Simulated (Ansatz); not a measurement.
All numbers below come from DFT PBE, scalar-relativistic, plane waves, PAW (Ansatz). Cutoff 420 eV, Γ-centred meshes of about 0.25 Å⁻¹ or finer for metals and 0.3 Å⁻¹ for insulators (2π included), Gaussian smearing. No spin polarisation.

Relaxed structures of Be3S5, with energies over the first row. Coordination counts S atoms around Be (those within 1.25 times the shortest such distance or 1.15 times the sum of covalent radii; a plus sign parts nearer from farther groups; a slash parts the counts of unlike sites).

| # | form | sites | V (Å³/atom) | coordination | ΔE (meV/atom) |
| --- | --- | --- | --- | --- | --- |
| 1 | I-4m2 | Be 4e, 2a; S 4f, 4f, 2c | 17.4 | Be 4 | 0 |
| 2 | I-4m2 | Be 4e, 2a; S 4f, 4f, 2c | 17.4 | Be 4 | 46 |

A further structure, relaxed alike:

```cif
data_structure
_symmetry_space_group_name_H-M 'P 1'
_symmetry_Int_Tables_number 1
_cell_length_a 7.5193
_cell_length_b 7.5193
_cell_length_c 10.2482
_cell_angle_alpha 90.000
_cell_angle_beta 90.000
_cell_angle_gamma 141.969
_cell_volume 356.99
loop_
_atom_site_label
_atom_site_type_symbol
_atom_site_fract_x
_atom_site_fract_y
_atom_site_fract_z
_atom_site_occupancy
Be1 Be 0.24090 0.75910 0.39899 1
Be2 Be 0.24090 0.75910 0.10101 1
Be3 Be 0.78004 0.21996 0.25000 1
Be4 Be 0.75910 0.24090 0.60101 1
Be5 Be 0.75910 0.24090 0.89899 1
Be6 Be 0.21996 0.78004 0.75000 1
S1 S 0.09786 0.90214 0.34549 1
S2 S 0.09786 0.90214 0.15451 1
S3 S 0.70316 0.29684 0.41515 1
S4 S 0.70316 0.29684 0.08485 1
S5 S 0.90214 0.09786 0.65451 1
S6 S 0.90214 0.09786 0.84549 1
S7 S 0.29684 0.70316 0.91515 1
S8 S 0.29684 0.70316 0.58485 1
S9 S 0.66433 0.33567 0.75000 1
S10 S 0.33567 0.66433 0.25000 1
```

Question: Where does it fall in the ranking, and at what energy?

Answer: It is the highest, 147 meV/atom above row 1, with space group Cmcm (No. 63) and 22.3 Å³/atom. Counting S atoms around Be, this cell has Be 2/3+2 and row 1 has Be 4. This cell and row 1 both hold S–S pairs. Around Be on a site of symmetry m lie 3 S at 2.04–2.11 Å and 2 S at 2.51 Å; around Be on a site of symmetry m2m lie 2 S at 2.01 Å and 2 S at 2.57 Å; around S on a site of symmetry m lie 1 S at 1.96 Å and 1 Be at 2.11 Å; S on a second site of symmetry m is surrounded by 2 Be at 2.01–2.06 Å; 1 more site not described.

No dispersion correction is applied, so the spacing and binding between layers, chains or molecules are poorly described (Cmcm), and this can change margins and order among such cells. With atoms moved at random, row 1 (by 34 meV/atom) fell into a lower structure. Row 2 and the further cell had no clear such test and can be saddle points.
